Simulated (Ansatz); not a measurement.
## Data sheet: Co (DFT)

Co:
```
CELL_PARAMETERS angstrom
      0.00000     2.49550     2.49550
      2.49550     0.00000     2.49550
      2.49550     2.49550     0.00000
ATOMIC_POSITIONS crystal
  Co 0.00000 0.00000 0.00000
  Co 0.25000 0.25000 0.25000
```
The run is spin-polarised; directions of the spins, atom by atom: ↑ ↑.

Space group Fd-3m (No. 227), diamond; conventional cell a = b = c = 4.9910 Å, α = β = γ = 90.00°.

Method: the program Ansatz at the PBEsol level (PAW). Structure relaxed to zero pressure with the same functional. Other levels are named where they apply.

**Cell and energy**

```json
{
 "volume_per_atom": "15.54 Å³",
 "density": "6.30 g/cm³"
}
```

**Electronic structure**

```json
{
 "electronic_character": "metallic (no gap)",
 "Density of states at the Fermi level": "1.1 states/eV per atom (mean over ±0.08 eV)"
}
```

**Magnetism**

```json
{
 "magnetic_order": "ferromagnetic",
 "net_moment": "1.69 μB per atom"
}
```

**Mechanics**

```json
{
  "Elastic constants (relaxed ions, GPa)": "C11 = 58.0, C12 = 95.2, C44 = -84.9",
  "mechanical_stability": "unstable (C has a negative eigenvalue)"
}
```

The start of the workflow was typed in or built on a structure type; the Crystallography Open Database copy checked does not list it. It is not the phase usual at ambient conditions (space group No. 194). The cell was relaxed with PBEsol under the symmetry of its start. Magnetic state: ferromagnetic, chosen from 4 collinear starts compared on coarse meshes (ties went to the first, and starts can fall back to one state), not a proven ground state. As this level gives no gap, shear constants depend on the k-mesh and smearing (Fermi–Dirac, 0.1 eV here). On the denser mesh and wider smearing of the elastic run this cell carries a stress of 1.0 GPa.

Potentials: the later of the program's two PAW sets.
